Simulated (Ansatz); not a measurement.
LaSi3Rh:
```
CELL_PARAMETERS angstrom
     -2.13521     2.13521     4.93701
      2.13521    -2.13521     4.93701
      2.13521     2.13521    -4.93701
ATOMIC_POSITIONS crystal
  La 0.99952 0.99952 0.00000
  Si 0.41192 0.41192 0.00000
  Si 0.26197 0.76197 0.50000
  Si 0.76197 0.26197 0.50000
  Rh 0.65461 0.65461 0.00000
```

This is the r²SCAN-relaxed structure.

### Question
All from the program Ansatz at the r²SCAN level (PAW), unless another level is named. Give the electronic character.

### Answer
metallic (no gap).

### Question
Give the density of states at the Fermi level.

### Answer
0.36 states/eV per atom (mean over ±0.08 eV).

### Question
Next, the formation energy from the elements (no fitted shifts)?

### Answer
-83 kJ/mol of atoms.

Space group I4mm. The workflow started from a Materials Project entry (that database holds measured and hypothetical structures alike); the Crystallography Open Database copy checked does not list it. Whether it is the stable phase at ambient conditions was not checked. Symmetry was held in the r²SCAN relaxation; whether a distortion lowers the energy is not shown. No spin polarisation was allowed. The references are the lowest solids computed at this level, not always the standard phases. Spin–orbit coupling is left out wherever it is not named.

Potentials: the later of the program's two PAW sets.
